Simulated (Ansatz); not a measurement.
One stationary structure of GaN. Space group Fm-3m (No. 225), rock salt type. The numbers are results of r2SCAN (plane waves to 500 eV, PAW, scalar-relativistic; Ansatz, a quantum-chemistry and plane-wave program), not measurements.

```cif
data_Ga4N4
_chemical_formula_sum 'Ga4 N4'
_space_group_name_H-M_alt 'Fm-3m'
_space_group_IT_number 225
_space_group_name_Hall '-F 4 2 3'
_cell_length_a 4.21716
_cell_length_b 4.21716
_cell_length_c 4.21716
_cell_angle_alpha 90.000
_cell_angle_beta 90.000
_cell_angle_gamma 90.000
loop_
_atom_site_label
_atom_site_type_symbol
_atom_site_symmetry_multiplicity
_atom_site_Wyckoff_symbol
_atom_site_fract_x
_atom_site_fract_y
_atom_site_fract_z
_atom_site_occupancy
Ga1 Ga 4 b 0.50000 0.50000 0.50000 1
N1 N 4 a 0.00000 0.00000 0.00000 1
```
(The calculation used a cell of 2 atoms; values per cell refer to that cell.)

### Question
What band gap does r2SCAN give?

### Answer
1.17 eV, indirect (valence top at 52 % of the way from K to Γ, conduction bottom at X) (no spin-orbit coupling).

### Question
Predict the smallest direct gap from r2SCAN.

### Answer
3.38 eV at Γ.

No spin polarisation in the result.

The run could not lose the symmetry of its start; a randomly shaken copy of 4 atoms returns to this structure.

The relaxed structure has the type that GaN is known to take under pressure; here it was relaxed at zero pressure, from a generated start.
